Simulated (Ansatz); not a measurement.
Input for Ansatz (plane-wave DFT, PAW):

```yaml
crystal:
  lattice:
    - [5.2821, 0.0, 0.0]
    - [0.0, 5.2821, 0.0]
    - [0.0, 0.0, 5.2821]
  atoms:
    - { symbol: Nb, position: [0.25, 0.0, 0.5] }
    - { symbol: Nb, position: [0.5, 0.75, 0.0] }
    - { symbol: Nb, position: [0.75, 0.0, 0.5] }
    - { symbol: Nb, position: [0.5, 0.25, 0.0] }
    - { symbol: Nb, position: [0.0, 0.5, 0.75] }
    - { symbol: Nb, position: [0.0, 0.5, 0.25] }
    - { symbol: Sn, position: [0.0, 0.0, 0.0] }
    - { symbol: Sn, position: [0.5, 0.5, 0.5] }
basis:
  ecutwfc: 420
kpoints:
  mp_grid: { grid: [8, 8, 8] }
hamiltonian:
  xc: pbesol
scf:
  occupations: { method: gaussian, width: 0.1 }
output:
  forces: true
  stress: true
  eigenvalues: true
relax:
  adjacent_minimum: "off"
  f_tol: 0.005
  max_steps: 80
  cell: { stress_tol: 0.05 }
```

Launched with
```bash
ansatz run input.yaml --threads 2 --pin off --max-ram 5120MiB --backend cpu --events-out ev --progress --plain --runs-dir out
```

Level of theory: DFT PBEsol, scalar-relativistic, plane waves, PAW (Ansatz 0.2.0).

Part of what the program printed, abridged (iterations and final results):

```
SCF iter   1: F=—  HF=-38874.034717 eV  |F-HF|=—  |Δ(HF+E_count)|=         —  Δρ=6.57e-3  dr2=6.20e-2  ethr=1.77e-3  ⟨swp⟩=5.9  Hψ=8011  notcnv=0
SCF iter   2: F=—  HF=-38874.019758 eV  |F-HF|=—  |Δ(HF+E_count)|=   1.50e-2  Δρ=3.53e-3  dr2=1.94e-2  ethr=5.85e-5  ⟨swp⟩=1.0  Hψ=2590  notcnv=0
SCF iter   3: F=—  HF=-38874.013394 eV  |F-HF|=—  |Δ(HF+E_count)|=   6.36e-3  Δρ=4.08e-4  dr2=1.66e-4  ethr=1.83e-5  ⟨swp⟩=2.8  Hψ=3790  notcnv=0
SCF iter   4: F=—  HF=-38874.013365 eV  |F-HF|=—  |Δ(HF+E_count)|=   2.93e-5  Δρ=9.62e-5  dr2=1.29e-5  ethr=1.57e-7  ⟨swp⟩=2.3  Hψ=3746  notcnv=0
SCF iter   5: F=—  HF=-38874.013489 eV  |F-HF|=—  |Δ(HF+E_count)|=   1.24e-4  Δρ=2.25e-5  dr2=6.57e-7  ethr=1.22e-8  ⟨swp⟩=2.0  Hψ=3138  notcnv=0
SCF iter   6: F=-38874.013489 eV  HF=-38874.013489 eV  |F-HF|=1.06e-8  |Δ(HF+E_count)|=   1.20e-7  Δρ=4.69e-6  dr2=2.46e-8  ethr=9.43e-11  ⟨swp⟩=9.8  Hψ=8636  notcnv=0
SCF 1 converged in 6 iterations: F = -38874.013489 eV  dr2 = 2.46e-8
relax step   1: F+E_penalty+E_count = -38874.01348927 eV  Δ(F+E_penalty+E_count) = +0.000e0 eV  max|allowed force component| = 1.933e-17 eV/Å  Δτ_max = 0.0000 Å  P = -2.291 GPa  Ω = 147.374 Å³  (6 SCF iters, dr2 threshold 1.00e-7 eV, accepted)
Crystal: 8 atoms, lattice volume = 139.646 Å³
Basis set: ecut = 420 eV, 2777 PW (Γ), exchange–correlation on 72×72×72 points (8 copies of the dense FFT grid, shifted against one another)
Initial density: handed on by an earlier stage of this run
Initial wavefunctions: those handed on with the density
SCF iter   1: F=—  HF=-38873.896306 eV  |F-HF|=—  |Δ(HF+E_count)|=         —  Δρ=2.45e-3  dr2=8.30e-3  ethr=7.30e-6  ⟨swp⟩=1.3  Hψ=11526  notcnv=0
SCF iter   2: F=—  HF=-38873.895493 eV  |F-HF|=—  |Δ(HF+E_count)|=   8.13e-4  Δρ=1.45e-3  dr2=3.15e-3  ethr=7.30e-6  ⟨swp⟩=1.9  Hψ=2308  notcnv=0
SCF iter   3: F=—  HF=-38873.894773 eV  |F-HF|=—  |Δ(HF+E_count)|=   7.20e-4  Δρ=1.99e-4  dr2=7.24e-5  ethr=2.97e-6  ⟨swp⟩=2.0  Hψ=2929  notcnv=0
SCF iter   4: F=—  HF=-38873.894815 eV  |F-HF|=—  |Δ(HF+E_count)|=   4.23e-5  Δρ=4.40e-5  dr2=2.30e-6  ethr=6.83e-8  ⟨swp⟩=2.0  Hψ=3257  notcnv=0
SCF iter   5: F=-38873.894814 eV  HF=-38873.894814 eV  |F-HF|=1.47e-7  |Δ(HF+E_count)|=   1.31e-6  Δρ=9.03e-6  dr2=2.11e-7  ethr=2.17e-9  ⟨swp⟩=2.0  Hψ=3189  notcnv=0
SCF iter   6: F=-38873.894814 eV  HF=-38873.894814 eV  |F-HF|=2.33e-9  |Δ(HF+E_count)|=   4.56e-8  Δρ=2.91e-6  dr2=6.47e-9  ethr=1.99e-10  ⟨swp⟩=3.0  Hψ=7284  notcnv=0
SCF 2 converged in 6 iterations: F = -38873.894814 eV  dr2 = 6.47e-9
relax step   2: F+E_penalty+E_count = -38873.89481364 eV  Δ(F+E_penalty+E_count) = +1.187e-1 eV  max|allowed force component| = 3.600e-17 eV/Å  Δτ_max = 0.0000 Å  P = +7.758 GPa  Ω = 139.646 Å³  energy of the carried Pulay correction = +2.067e-3 eV  (6 SCF iters, dr2 threshold 8.00e-7 eV, rejected (line search))
Crystal: 8 atoms, lattice volume = 145.537 Å³
SCF iter   1: F=—  HF=-38874.029049 eV  |F-HF|=—  |Δ(HF+E_count)|=         —  Δρ=1.91e-3  dr2=5.60e-3  ethr=5.03e-6  ⟨swp⟩=1.5  Hψ=11380  notcnv=0
SCF iter   2: F=—  HF=-38874.028465 eV  |F-HF|=—  |Δ(HF+E_count)|=   5.83e-4  Δρ=1.12e-3  dr2=2.06e-3  ethr=5.03e-6  ⟨swp⟩=1.9  Hψ=2326  notcnv=0
SCF iter   3: F=—  HF=-38874.027988 eV  |F-HF|=—  |Δ(HF+E_count)|=   4.77e-4  Δρ=1.64e-4  dr2=5.54e-5  ethr=1.95e-6  ⟨swp⟩=2.0  Hψ=2875  notcnv=0
SCF iter   4: F=—  HF=-38874.028078 eV  |F-HF|=—  |Δ(HF+E_count)|=   9.01e-5  Δρ=3.45e-5  dr2=1.53e-6  ethr=5.23e-8  ⟨swp⟩=2.0  Hψ=3259  notcnv=0
SCF iter   5: F=—  HF=-38874.028077 eV  |F-HF|=—  |Δ(HF+E_count)|=   1.03e-6  Δρ=6.70e-6  dr2=1.11e-7  ethr=1.44e-9  ⟨swp⟩=2.0  Hψ=3262  notcnv=0
SCF iter   6: F=—  HF=-38874.028077 eV  |F-HF|=—  |Δ(HF+E_count)|=   1.88e-8  Δρ=1.94e-6  dr2=2.94e-9  ethr=1.04e-10  ⟨swp⟩=2.0  Hψ=3246  notcnv=0
SCF iter   7: F=—  HF=-38874.028077 eV  |F-HF|=—  |Δ(HF+E_count)|=  6.55e-11  Δρ=3.43e-7  dr2=2.67e-10  ethr=2.78e-12  ⟨swp⟩=2.0  Hψ=2784  notcnv=0
SCF iter   8: F=-38874.028077 eV  HF=-38874.028077 eV  |F-HF|=7.28e-12  |Δ(HF+E_count)|=  8.00e-11  Δρ=4.44e-8  dr2=3.75e-12  ethr=1.00e-12  ⟨swp⟩=4.8  Hψ=7144  notcnv=0
SCF 3 converged in 8 iterations: F = -38874.028077 eV  dr2 = 3.75e-12
relax step   3: F+E_penalty+E_count = -38874.02807721 eV  Δ(F+E_penalty+E_count) = -1.459e-2 eV  max|allowed force component| = 1.744e-17 eV/Å  Δτ_max = 0.0000 Å  P = -0.147 GPa  Ω = 145.537 Å³  energy of the carried Pulay correction = +4.812e-4 eV  (8 SCF iters, accepted)
Crystal: 8 atoms, lattice volume = 145.413 Å³
SCF iter   1: F=—  HF=-38874.028056 eV  |F-HF|=—  |Δ(HF+E_count)|=         —  Δρ=3.83e-5  dr2=2.10e-6  ethr=8.32e-10  ⟨swp⟩=3.0  Hψ=10700  notcnv=0
SCF iter   2: F=—  HF=-38874.028166 eV  |F-HF|=—  |Δ(HF+E_count)|=   1.10e-4  Δρ=2.26e-5  dr2=7.50e-7  ethr=8.32e-10  ⟨swp⟩=2.8  Hψ=3373  notcnv=0
SCF iter   3: F=-38874.028166 eV  HF=-38874.028166 eV  |F-HF|=1.97e-8  |Δ(HF+E_count)|=   1.70e-7  Δρ=3.48e-6  dr2=2.73e-8  ethr=7.07e-10  ⟨swp⟩=2.0  Hψ=2830  notcnv=0
SCF iter   4: F=-38874.028166 eV  HF=-38874.028166 eV  |F-HF|=5.97e-10  |Δ(HF+E_count)|=   9.82e-9  Δρ=7.04e-7  dr2=6.36e-10  ethr=2.58e-11  ⟨swp⟩=2.0  Hψ=3249  notcnv=0
SCF iter   5: F=-38874.028166 eV  HF=-38874.028166 eV  |F-HF|=0.00e0  |Δ(HF+E_count)|=  4.44e-10  Δρ=1.34e-7  dr2=2.57e-11  ethr=1.00e-12  ⟨swp⟩=2.0  Hψ=3263  notcnv=0
SCF iter   6: F=-38874.028166 eV  HF=-38874.028166 eV  |F-HF|=7.28e-12  |Δ(HF+E_count)|=    0.00e0  Δρ=3.01e-8  dr2=1.25e-12  ethr=1.00e-12  ⟨swp⟩=1.0  Hψ=4620  notcnv=0
SCF 4 converged in 6 iterations: F = -38874.028166 eV  dr2 = 1.25e-12
relax step   4: F+E_penalty+E_count = -38874.02816606 eV  Δ(F+E_penalty+E_count) = -8.885e-5 eV  max|allowed force component| = 3.085e-17 eV/Å  Δτ_max = 0.0000 Å  P = +0.003 GPa  Ω = 145.413 Å³  energy of the carried Pulay correction = +5.140e-4 eV  (6 SCF iters, dr2 threshold 5.42e-8 eV, accepted)
Initial wavefunctions: pseudopotential atomic-orbital guess (no wavefunctions were taken with the density)
SCF iter   1: F=—  HF=-38874.027539 eV  |F-HF|=—  |Δ(HF+E_count)|=         —  Δρ=1.57e-5  dr2=4.51e-8  ethr=1.74e-8  ⟨swp⟩=3.9  Hψ=14594  notcnv=0
SCF iter   2: F=—  HF=-38874.027652 eV  |F-HF|=—  |Δ(HF+E_count)|=   1.13e-4  Δρ=8.16e-6  dr2=1.29e-8  ethr=4.25e-11  ⟨swp⟩=2.1  Hψ=3990  notcnv=0
SCF iter   3: F=—  HF=-38874.027652 eV  |F-HF|=—  |Δ(HF+E_count)|=   1.18e-8  Δρ=1.21e-6  dr2=5.73e-10  ethr=1.22e-11  ⟨swp⟩=2.3  Hψ=3831  notcnv=0
SCF iter   4: F=-38874.027652 eV  HF=-38874.027652 eV  |F-HF|=1.46e-11  |Δ(HF+E_count)|=  1.75e-10  Δρ=1.44e-7  dr2=2.09e-11  ethr=1.00e-12  ⟨swp⟩=2.0  Hψ=2652  notcnv=0
SCF iter   5: F=-38874.027652 eV  HF=-38874.027652 eV  |F-HF|=7.28e-12  |Δ(HF+E_count)|=    0.00e0  Δρ=2.20e-8  dr2=6.38e-13  ethr=1.00e-12  ⟨swp⟩=1.0  Hψ=2240  notcnv=0
SCF iter   6: F=-38874.027652 eV  HF=-38874.027652 eV  |F-HF|=1.46e-11  |Δ(HF+E_count)|=  1.46e-11  Δρ=3.46e-9  dr2=8.12e-15  ethr=1.00e-12  ⟨swp⟩=1.0  Hψ=2240  notcnv=0
SCF iter   7: F=-38874.027652 eV  HF=-38874.027652 eV  |F-HF|=1.46e-11  |Δ(HF+E_count)|=  1.46e-11  Δρ=8.88e-10  dr2=2.68e-15  ethr=1.00e-12  ⟨swp⟩=1.0  Hψ=2240  notcnv=0
SCF iter   8: F=-38874.027652 eV  HF=-38874.027652 eV  |F-HF|=1.46e-11  |Δ(HF+E_count)|=  7.28e-12  Δρ=4.70e-10  dr2=8.03e-16  ethr=1.00e-12  ⟨swp⟩=1.0  Hψ=4620  notcnv=0
SCF 5 converged in 8 iterations: F = -38874.027652 eV  dr2 = 8.03e-16
SCF converged after 8 iterations
Free energy (F): -38874.027652 eV
Harris-Foulkes:  -38874.027652 eV  (|F-HF|=1.46e-11)
Internal energy: -38873.954283 eV  (E = F + TS)
E sigma→0 (E₀):  -38873.990967 eV
Entropy (-TS):   -0.073369 eV (-9.171 meV/atom)
Fermi energy:    17.404463 eV
--- Per-component energies (eV) ---
  E_band       = -415.035672
  E_kinetic    = 2753.331290
  E_local      = -5325.701854  (includes V_loc(G=0)·N_el)
  E_nonlocal   = 672.009853
  E_hartree    = 2166.684150
  E_xc         = -1807.657303
  E_vxc        = -1472.794079  (∫ρ·V_xc dr)
  E_paw        = -26245.331784  (= ΣΔE_a)
  E_vpaw       = -1375.249216  (= ΣTr[D̂ρ^β])
  E_aug_tail   = 0.000034  (compensation charges beyond the density's cutoff)
  E_ewald      = -11088.990602
  E_core_change = 1.701933  (= ΣΔE_core)
  E_smearing   = -0.073369  (= −TS)
--- Forces (eV/Å), atoms counted from 1 ---
  atom   1  Nb     0.00000000     0.00000000     0.00000000
  atom   2  Nb     0.00000000     0.00000000     0.00000000
  atom   3  Nb     0.00000000     0.00000000     0.00000000
  atom   4  Nb     0.00000000     0.00000000     0.00000000
  atom   5  Nb     0.00000000     0.00000000     0.00000000
  atom   6  Nb     0.00000000     0.00000000     0.00000000
  atom   7  Sn     0.00000000     0.00000000     0.00000000
  atom   8  Sn     0.00000000     0.00000000     0.00000000
--- Stress (GPa, compression-positive) ---
        0.002904       0.000000       0.000000
        0.000000       0.002904       0.000000
        0.000000       0.000000       0.002904
  P = ⅓ Tr σ = 0.0029 GPa (0.029 kbar)
--- Band table (eV; the first three rows and the last of 35) ---
  k-point 0: bands = ["-37.0215", "-36.9429", "-36.9429", "-36.7069", "-36.7069", "-36.7069", "-14.0275", "-14.0275", "-13.8700", "-13.2750", "-13.2750", "-13.2750", "-12.8966", "-12.8966", "-12.8966", "-12.8725", "-12.8725", "-12.8725", "-12.7746", "-12.7746", "-12.7746", "-12.1489", "-12.1489", "-12.1489", "-3.3314", "-3.3314", "-3.3150", "-3.3150", "-3.2887", "-3.2887", "-3.2887", "-3.2853", "-3.2853", "-3.2853", "8.0416", "9.5726", "13.7260", "13.7260", "13.7260", "14.1022", "14.1022", "14.1022", "14.5670", "14.5670", "15.0604", "15.5573", "15.5573", "15.5573", "15.9885", "16.8520", "16.8520", "16.8520", "17.3429", "17.3429", "19.8281", "19.8281", "19.8281", "19.9371", "20.9616", "20.961 ...
  k-point 1: bands = ["-37.0165", "-36.9451", "-36.9362", "-36.7170", "-36.7069", "-36.7069", "-14.0250", "-13.9941", "-13.8465", "-13.2733", "-13.2733", "-13.2577", "-12.9218", "-12.9218", "-12.8920", "-12.8874", "-12.8434", "-12.8434", "-12.7798", "-12.7798", "-12.7793", "-12.2252", "-12.1491", "-12.1491", "-3.3311", "-3.3297", "-3.3158", "-3.3148", "-3.2901", "-3.2901", "-3.2886", "-3.2861", "-3.2861", "-3.2855", "8.1310", "9.5469", "13.7627", "13.7627", "13.7775", "13.8151", "14.1537", "14.1537", "14.4777", "14.8484", "15.1880", "15.4723", "15.5367", "15.5367", "16.0349", "16.8415", "16.8915", "16.8915", "17.3836", "17.3877", "19.6932", "19.7666", "19.7666", "20.1713", "20.7165", "20.804 ...
  k-point 2: bands = ["-37.0039", "-36.9515", "-36.9153", "-36.7453", "-36.7069", "-36.7069", "-14.0175", "-13.9666", "-13.7077", "-13.2693", "-13.2693", "-13.2101", "-12.9455", "-12.9455", "-12.9299", "-12.8789", "-12.8121", "-12.8121", "-12.7926", "-12.7901", "-12.7901", "-12.4389", "-12.1496", "-12.1496", "-3.3302", "-3.3256", "-3.3181", "-3.3146", "-3.2952", "-3.2952", "-3.2884", "-3.2862", "-3.2862", "-3.2861", "8.3795", "9.4692", "13.3004", "13.6546", "13.8458", "13.8458", "14.2799", "14.2799", "14.6533", "15.2596", "15.3984", "15.5562", "15.5615", "15.5615", "16.1645", "16.7992", "16.8821", "16.8821", "17.4139", "17.4233", "19.1413", "19.6450", "19.6450", "20.4039", "20.4252", "20.534 ...
  k-point 34: bands = ["-36.8399", "-36.8399", "-36.8399", "-36.8399", "-36.8399", "-36.8399", "-13.2086", "-13.2086", "-13.1689", "-13.1689", "-13.1689", "-13.1689", "-13.1689", "-13.1689", "-12.8867", "-12.8867", "-12.8867", "-12.8867", "-12.8867", "-12.8867", "-12.8401", "-12.8401", "-12.8401", "-12.8401", "-3.3171", "-3.3171", "-3.3171", "-3.3171", "-3.3021", "-3.3021", "-3.3021", "-3.3021", "-3.3021", "-3.3021", "9.7613", "9.7613", "13.8985", "13.8985", "13.8985", "13.8985", "13.8985", "13.8985", "15.9731", "15.9731", "15.9731", "15.9731", "15.9731", "15.9731", "17.4287", "17.4287", "17.4287", "17.4287", "17.5513", "17.5513", "17.5513", "17.5513", "17.5513", "17.5513", "19.9588", "19.95 ...
--- Relaxed structure (4 steps of the walk, 3 accepted, 1 SCFs on fresh bases) ---
  F+E_penalty+E_count = -38874.02765161 eV   max|allowed force component| = 3.179e-17 eV/Å   (the final SCF, on the basis selected at the relaxed cell)
  cell:  # Å, volume = 145.4130 Å³
    - [5.25857149, 0.0, 0.0]
    - [0.0, 5.25857149, 0.0]
    - [0.0, 0.0, 5.25857149]
  atoms:
    - { symbol: Nb, position: [0.25, 0.0, 0.5] }
    - { symbol: Nb, position: [0.5, 0.75000000, 0.0] }
    - { symbol: Nb, position: [0.75000000, 0.0, 0.5] }
    - { symbol: Nb, position: [0.5, 0.25, 0.0] }
    - { symbol: Nb, position: [0.0, 0.5, 0.75000000] }
    - { symbol: Nb, position: [0.0, 0.5, 0.25] }
    - { symbol: Sn, position: [0.0, 0.0, 0.0] }
    - { symbol: Sn, position: [0.5, 0.5, 0.5] }
```

The relaxation met its thresholds.

It took 62 s on 2 threads of Arm Neoverse V1, on a shared host, peak memory 0.59 GiB.